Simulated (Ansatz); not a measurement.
Relaxed-ion elastic tensor of SiC (CsCl type, Pm-3m) in GPa (Voigt order), plane-wave PAW r²SCAN (Ansatz code); density 3.71 g/cm³, 8.98 Å³ per atom.

```tsv
	1	2	3	4	5	6
1	268	145	145	0.0	0.0	0.0
2	145	268	145	0.0	0.0	0.0
3	145	145	268	0.0	0.0	0.0
4	0.0	0.0	0.0	-76.2	0.0	0.0
5	0.0	0.0	0.0	0.0	-76.2	0.0
6	0.0	0.0	0.0	0.0	0.0	-76.2
```

Question: Is the crystal mechanically stable?

Answer: No: the smallest eigenvalue of C is -76.2 GPa.

The cell is a constructed one: a structure type filled with these elements; neither database checked (COD, Materials Project) lists it. It is not the phase usual at ambient conditions (space group No. 186, 216). The cell was relaxed with r²SCAN under the symmetry of its start. At this level the phase is mechanically unstable. As this level gives no gap, shear constants depend on the k-mesh and smearing (Fermi–Dirac, 0.1 eV here).

Potentials: the later of the program's two PAW sets.
